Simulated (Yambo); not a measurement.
```xyz
4
Lattice="-2.0641 2.9438 3.4806 2.0641 -2.9438 3.4806 2.0641 2.9438 -3.4806" Properties=species:S:1:pos:R:3 pbc="T T T"
O      0.0000     3.6895     0.0000
O      0.0000     2.1980     0.0000
Rb     0.0000     0.0000     1.7823
Rb     0.0000     0.0000     5.1790
```

RbO (space group Immm, No. 71) under isotropic strain of -0.7 % on all lattice vectors: mean Im ε in 1 eV windows above the direct gap of 3.88 eV, for different electron-hole kernels (Yambo, broadening 0.15 eV, PBEsol (pw.x of Quantum ESPRESSO, ONCV potentials, without SOC) bands; 6×6×6 mesh, 4 valence and 6 conduction bands, static screening with 47 bands and a 4 Ry block, scissor 1.87 eV, Tamm-Dancoff; field along x).

| window (eV) | independent quasiparticles | BSE |
|---|---|---|
| 3.9 to 4.9 | 0.4 | 0.8 |
| 4.9 to 5.9 | 0.7 | 0.7 |
| 5.9 to 6.9 | 0.4 | 1.6 |
| 6.9 to 7.9 | 0.8 | 1.7 |
| 7.9 to 8.9 | 2.0 | 0.9 |

This run doesn't resolve bound excitons or single peaks, so only averages are given, and they too depend on the mesh; weight that the attraction moves below the gap isn't listed. All transitions below 9.16 eV are in the band window. The scissor comes from a G0W0 run whose convergence isn't established.

Geometry strained from the cell relaxed with PBEsol, atoms relaxed again.
